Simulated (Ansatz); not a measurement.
Is this MgCd2Te3 structure a true minimum?

The cell was found from a structure generator's guess, not taken from experiment.

These are results of Ansatz 0.2.0, DFT PBE, scalar-relativistic, plane waves, PAW, not measurements. Settings: cutoff 420 eV, Γ-centred mesh 6×6×4 on the computed 6-atom cell, Gaussian smearing of 0.02 eV; no spin polarisation.

The cell below (6 atoms, space group P3m1 (No. 156)) is relaxed within its symmetry.

```
Mg Cd Te
1.0
     4.65891    0.00000    0.00000
    -2.32945    4.03473    0.00000
     0.00000    0.00000   11.37883
Mg Cd Te
1 2 3
Direct
  0.33333 0.66667 0.66839
  0.00000 0.00000 0.99772
  0.66667 0.33333 0.33464
  0.00000 0.00000 0.74563
  0.33333 0.66667 0.42041
  0.66667 0.33333 0.08321
```

For the test a repeat of it with 12 atoms (edges 4.66, 8.07, 11.38 Å) was strained at random (σ = 1.5 % a component), the atoms were moved at random (σ = 0.10 Å), and all was relaxed again on a coarse 4×2×2 mesh (in the run’s order of axes) with 0.10 eV smearing, with no symmetry imposed.

Spin–orbit coupling, which can matter for Te, is left out.

Q: What happens?

A: It returns, within 1 meV/atom of the unmoved cell on that mesh and with the same symmetry when read at 0.1 Å (Cm at 0.01 Å, so small strains and shifts remain). No instability shows in this cell; modes of other wave vectors, which need another repeat, aren't tested.
